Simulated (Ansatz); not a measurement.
A relaxed cell of Al2B3N5 is given with its symmetry left out. The cell was found from a structure generator's guess, not taken from experiment.

Method: Ansatz 0.2.0, DFT PBE, scalar-relativistic, plane waves, PAW. Cutoff 420 eV, Γ-centred mesh, Gaussian smearing, no spin polarisation.

```xyz
10
Lattice="-1.3596 1.3596 9.2939 1.3596 -1.3596 9.2939 1.3596 1.3596 -9.2939" Properties=species:S:1:pos:R:3 pbc="T T T"
Al    0.0000    0.0000   11.2099
Al    0.0000    0.0000    7.3778
B     0.0000    0.0000    3.8870
B     0.0000    0.0000   14.7008
B     0.0000    0.0000    0.0000
N     0.0000    0.0000   13.1785
N     0.0000    0.0000    5.4092
N     0.0000    0.0000   16.6772
N     0.0000    0.0000    9.2939
N     0.0000    0.0000    1.9105
```

The zero of energy is the elements' standard structures at the same level (N₂ as a molecule); no fitted shifts are applied.

(1) Find its symmetry and describe it.

(2) How far does it lie from the elements in energy?

(3) Is it a metal?

Answers

(1) I4/mmm (No. 139), with Al and B ordered on rock salt sites. Conventional cell: a = 2.719 Å, c = 18.588 Å. Al has 6 N at 1.92–1.97 Å; B on a site of symmetry 4mm has 1 N at 1.52 Å and 5 N at 1.92–1.98 Å; B on a site of symmetry 4/mmm has 6 N at 1.91–1.92 Å; N on a site of symmetry 4mm is surrounded by 1 B at 1.52 Å, 4 B at 1.92 Å and 1 Al at 1.97 Å; 2 more sites not described.

(2) +0.051 eV/atom. The separate elements lie lower, so it is unstable against them.

(3) No, the gap on the 18×18×18 mesh is 0.14 eV.

The last run used an 18×18×18 mesh for its 10-atom cell and Gaussian smearing of 0.01 eV. Kohn–Sham gaps at this level usually fall short of measured ones. Small gaps are read on the mesh alone, and bands can cross between its points. Symmetry constrained the relaxation, so the result can be a saddle point. Another cell of Al2B3N5 relaxed alike, in Cm, lies 1.00 eV/atom lower, so this cell isn't the stable form at this level.
